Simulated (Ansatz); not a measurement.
Relaxed candidate structures of Si2W:

A. Cmcm (No. 63), oS12; a = 3.4230 Å, b = 15.2699 Å, c = 3.3568 Å, α = 90.00°, β = 90.00°, γ = 90.00°; Si 4c (0.000, 0.061, 0.250); Si 4c (0.000, 0.248, 0.750); W 4c (0.000, 0.373, 0.250)

B. Fddd, origin choice 1 (No. 70), oF24; a = 4.557 Å, b = 7.874 Å, c = 8.915 Å, α = 90.00°, β = 90.00°, γ = 90.00°; Si 16f (0.000, 0.336, 0.000); W 8a (0.000, 0.000, 0.000)

C. P6₂22 (No. 180), hP9; a = b = 4.5758 Å, c = 6.6034 Å, α = β = 90.00°, γ = 120.00°; Si 6j (0.328, 0.164, 0.167); W 3d (0.500, 0.000, 0.500)

Question: Rank these by energy per atom (lowest first), as PBEsol (plane waves to 420 eV, PAW, scalar-relativistic; Ansatz, a quantum-chemistry and plane-wave program) gives it.

Answer: C (reference), B (+0.05 eV/atom), A (+0.38 eV/atom)

The lowest structure calculated, I4/mmm, tI6, is not among these; it lies 0.07 eV/atom below the lowest of them. 1 run with a doubtful electronic state, a coarser numerical grid, an end not at rest or a source that can't be used is left out. Each run could gain symmetry but not lose that of its start, so entries can be saddle points. From databases, or of a type measured for this composition: P6₂22, hP9; the others are generated cells (placed on structure types, drawn at random, substituted or restacked) that were not matched to a known phase here. Static energies at zero pressure. Each cell has its own k-point mesh; energy differences are given only to the digits this allows. No spin polarisation in the result. Without spin-orbit coupling the bands of the heavy element are not split, so the gap can be far off. Gaps of cells over 8 atoms come from the SCF mesh and high-symmetry points alone.
